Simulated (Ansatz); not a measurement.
**TeW, a known structure type with other elements, at an estimated volume**

```yaml
crystal:
  lattice:
    - [4.25934, 0.00000, 0.00000]
    - [0.00000, 4.25934, 0.00000]
    - [0.00000, 0.00000, 5.38271]
  atoms:
    - { symbol: W, position: [0.00000, 0.00000, 0.00000] }
    - { symbol: W, position: [0.50000, 0.50000, 0.00000] }
    - { symbol: Te, position: [0.50000, 0.00000, 0.23850] }
    - { symbol: Te, position: [0.00000, 0.50000, 0.76150] }
```

Single point in Ansatz 0.2.0 with r2SCAN, no spin polarisation. Cutoff 500 eV, PAW datasets, 6×6×6 Γ-centred k mesh, cold filling (width 0.0417 eV).

Problem. Where is the largest force?

Solution. The largest is on Te3 (and as large on other atoms): 5.88 eV/Å, components (0.00, 0.00, 5.88). It makes 121° with the line to a nearest neighbour, W1 at 2.49 Å.

Problem. What does the stress say?

Solution. The pressure is 25.5 GPa (compression positive), so with the atoms held at these fractions the cell would first expand; the forces are large, so a full relaxation may end otherwise.

Problem. Metal or insulator?

Solution. It is a metal, with about 5.8 states/eV a cell as the mean within 0.25 eV of the Fermi level, mostly W d (81 %).

Problem. Describe some of the short contacts.

Solution. W–Te at 2.49 Å: least valence density 0.63 e/Å³ and ELF 0.45 there. These are pseudo-fields; inside the PAW spheres they differ from the all-electron ones.

Problem. Is it stable against the elements?

Solution. 1.41 eV an atom against the elements' usual phases (free molecules for gases, crystals otherwise, with no correction for O₂ or N₂), so at this geometry it isn't bound against them. Relaxing would lower it.

Problem. How is the charge shared?

Solution. Bader charges in e: Te -0.47, W +0.47. In the mean W gives up most and Te takes most, against the order of Pauling's electronegativities.

Origin: a known structure type with other elements, at an estimated volume, so it need not be a known compound. Caveats: many states at the Fermi level without spin polarisation, so a magnetic state may lie lower; atoms or cell far from equilibrium.

Cost: 88 s on 1 thread of Arm Neoverse V1, with other jobs on the host, peak memory 0.69 GiB (start from a saved density). The time holds forces, stress, Bader, DOS, bands, ELF.
